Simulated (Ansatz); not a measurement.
**Calculated Cl-35 nuclear quadrupole resonance for Cl**

Cell: a computed structure from the Materials Project (it need not be an observed phase), atoms as given.

```
Cl
1.0
     3.26421   -2.05747    0.00000
     3.26421    2.05747    0.00000
     0.00000    0.00000    8.40240
Cl
4
Direct
  0.88548 0.11452 0.60475
  0.11452 0.88548 0.39525
  0.61452 0.38548 0.10475
  0.38548 0.61452 0.89525
```

Atom numbers follow the list; atoms alike are taken as one site, whose name carries the number of the first.

Method: Kohn–Sham DFT in Ansatz, r2SCAN, plane waves and PAW, scalar-relativistic, 500 eV cutoff, Γ-centred 9×9×4 k-points, Fermi–Dirac smearing 0.05 eV.

Cl-35: I = 3/2, Q = -81.12 mb (year-2017 value). Static lattice, zero field.

Problem. Predict the zero-field Cl-35 lines of each site.

Solution. For I = 3/2 there is one line, ν = (|C_Q|/2)(1 + η²/3)^½.

```tsv
site	atoms	V_zz (10²¹ V/m²)	C_Q (MHz)	η	line frequencies (MHz)
Cl	1, 2, 3, 4	54.3	-107	0.06	53.3
```

Problem. And for 37Cl (I = 3/2, Q = -63.93 mb) on Cl?

Solution. C_Q scales with Q to -84.0 MHz, with lines at 42.0 MHz.

The structure holds Cl–Cl bonds (2.00 Å). At Cl V_zz points along its bond to Cl (within 1°).
